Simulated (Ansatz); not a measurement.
All numbers below come from DFT PBE, scalar-relativistic, plane waves, PAW in Ansatz 0.2.0. Settings: cutoff 420 eV, Γ-centred meshes spaced at most about 0.3 Å⁻¹, and about 0.25 Å⁻¹ or finer for metals (2π included), Gaussian smearing. Collinear spin in cells that started with moments and kept them past the coarse steps, no spin elsewhere.

Each of these unrelaxed guesses is relaxed in cell and atoms within its symmetry. A guess keeps its type if space group and coordination stay and the shape of the cell changes little (axis ratios within about 15 %, angles within 6°); the volume may change.

1. MgSc2Br (collinear spin from parallel moments)

```cif
data_structure
_symmetry_space_group_name_H-M 'P-4m2'
_symmetry_Int_Tables_number 115
_cell_length_a 4.1426
_cell_length_b 4.1426
_cell_length_c 5.8500
_cell_angle_alpha 90.000
_cell_angle_beta 90.000
_cell_angle_gamma 90.000
_cell_volume 100.39
loop_
_atom_site_label
_atom_site_type_symbol
_atom_site_symmetry_multiplicity
_atom_site_Wyckoff_symbol
_atom_site_fract_x
_atom_site_fract_y
_atom_site_fract_z
_atom_site_occupancy
Mg1 Mg 1 d 0.00000 0.00000 0.50000 1
Sc1 Sc 2 g 0.50000 0.00000 0.73757 1
Br1 Br 1 b 0.50000 0.50000 0.00000 1
```

2. Li6AlB3

```cif
data_structure
_symmetry_space_group_name_H-M 'Fm-3m'
_symmetry_Int_Tables_number 225
_cell_length_a 7.9153
_cell_length_b 7.9153
_cell_length_c 7.9153
_cell_angle_alpha 90.000
_cell_angle_beta 90.000
_cell_angle_gamma 90.000
_cell_volume 495.91
loop_
_atom_site_label
_atom_site_type_symbol
_atom_site_symmetry_multiplicity
_atom_site_Wyckoff_symbol
_atom_site_fract_x
_atom_site_fract_y
_atom_site_fract_z
_atom_site_occupancy
Li1 Li 24 e 0.22903 0.00000 0.00000 1
Al1 Al 4 a 0.00000 0.00000 0.00000 1
B1 B 8 c 0.25000 0.25000 0.75000 1
B2 B 4 b 0.50000 0.00000 0.00000 1
```

Question: Which keep their type?

Answer: Guess 2 keeps its type.

```tsv
guess	kept	start group	end group	V start (Å³/atom)	V end	b/a and c/a, end over start	nearest neighbours start	nearest neighbours end
1	no	P-4m2	P-4m2	25.1	26.6	1.00, 2.13	Br 4, Mg 4, Sc 4	Br 4, Mg 8, Sc 4
2	yes	Fm-3m	Fm-3m	12.4	17.7	1.00, 1.00	Al 6, B 6/12, Li 1	Al 6, B 6/12, Li 1
```

Neighbours count within 15 % of an atom's shortest distance; end groups are read at 0.02 Å (0.05 Å in metals).

The magnetic state reached may not be the lowest. Cells relaxed within their symmetry can be saddle points.

In counts of neighbours, a slash parts the counts of unlike sites.
